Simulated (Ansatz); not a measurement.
SnSb (rock salt, Fm-3m) under volume change, the program Ansatz at the PBEsol level (PAW), scaled uniformly.

```tsv
V (Å³/atom)	E − E(relaxed) (meV/atom)	P (GPa)
25.633	51.2	7.09
26.478	21.4	4.31
27.323	___	___
28.168	0.0	0.00
29.013	___	___
29.858	16.9	-3.02
30.703	35.9	-4.17
```

### Question
Complete the blanks.

### Answer

- 29.013, E − E(relaxed) (meV/atom): 4.5
- 29.013, P (GPa): -1.64
- 27.323, E − E(relaxed) (meV/atom): 5.0
- 27.323, P (GPa): 1.96

### Question
What does a third-order Birch–Murnaghan fit give for V₀, B₀ and B′?

### Answer
V₀ = 28.17 Å³/atom, B₀ = 59.7 GPa, B′ = 4.9.

The workflow started from an entry of the Crystallography Open Database (COD), which files this formula under 2 space groups. Its standing as an ambient phase is unchecked. Symmetry was held in the PBEsol relaxation; its stability against distortions is not shown here. Spin–orbit coupling is left out wherever it is not named.

Potentials: the later of the program's two PAW sets.
